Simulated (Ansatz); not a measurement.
ZrSnTe:
```xyz
6
Lattice="4.0928 0.0000 0.0000 0.0000 4.0928 0.0000 0.0000 0.0000 8.7935" Properties=species:S:1:pos:R:3 pbc="T T T"
Zr     2.0464     0.0000     2.3174
Zr     0.0000     2.0464     6.4761
Sn     0.0000     0.0000     0.0000
Sn     2.0464     2.0464     0.0000
Te     2.0464     0.0000     5.4500
Te     0.0000     2.0464     3.3435
```

Relaxed with r²SCAN. Special points in fractions of this cell's reciprocal vectors: Γ (0.000, 0.000, 0.000); X (0.000, 0.500, 0.000); M (0.500, 0.500, 0.000); Z (0.000, 0.000, 0.500); R (0.000, 0.500, 0.500); A (0.500, 0.500, 0.500).

**Question.** List the band energies nearest the Fermi level at these points for the program Ansatz at the r²SCAN level (PAW).

**Answer.** In eV from the Fermi level; about four levels below and three above (degenerate sets whole), none deeper than 8.9 eV; points with the same levels are listed once.

| k | below | above |
|---|---|---|
| Γ | -1.88 -1.37 -1.37 -0.59 | 0.26 0.27 0.66 |
| X | -1.65 -1.65 -0.69 -0.69 | 0.68 0.68 1.64 1.64 |
| M | -3.41 -3.41 -2.13 -2.13 | 1.90 1.90 1.99 1.99 |
| Z | -2.44 -2.06 -1.34 -1.34 | 0.66 0.66 0.68 |
| R | -1.49 -1.49 -0.41 -0.41 | 0.90 0.90 1.50 1.50 |
| A | -3.12 -3.12 -2.31 -2.31 | 1.38 1.38 1.90 1.90 |

Space group P4/nmm. The workflow started from a Materials Project entry (that database holds measured and hypothetical structures alike); the Crystallography Open Database copy checked does not list it. Whether it is the stable phase at ambient conditions was not checked. The cell was relaxed with r²SCAN under the symmetry of its start; its stability against distortions is not shown here. The run is not spin-polarised. Spin–orbit coupling is left out wherever it is not named.

Potentials: the later of the program's two PAW sets.
